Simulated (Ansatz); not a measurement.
Task: Name crystals whose computed values (LDA in the plane-wave PAW code Ansatz) fall in these windows: Θ_D (K) 190 to 260; G_Hill (GPa) 31 to 41.

Result: 

| crystal | Θ_D (K) | G_Hill (GPa) |
|---|---|---|
| MgAu, CsCl type | 236 | 35.8 |
| TePb2S, R-3m (Te on 3b, Pb on 6c, S on 3a) | 209 | 31.2 |
| ScBi, rock salt | 233 | 35.4 |
| Pb4Se3S, P4/mmm (Pearson symbol tP8) | 216 | 32.3 |
| LaSb, rock salt | 229 | 32.3 |
Others may fit too.

Standing as an ambient phase not checked: MgAu, CsCl type; TePb2S, R-3m (Te on 3b, Pb on 6c, S on 3a); ScBi, rock salt; Pb4Se3S, P4/mmm (Pearson symbol tP8); LaSb, rock salt. Perhaps ordered models of mixed-site phases: ScBi, rock salt; Pb4Se3S, P4/mmm (Pearson symbol tP8). All cells were relaxed under the symmetry of their starts (and spin orders); stability against distortions was not tested throughout. Rows with no word on spin ran without spin polarisation. Scalar-relativistic: spin–orbit coupling is off unless named, which matters more the heavier the elements.

Potentials: the later of the program's two PAW sets.
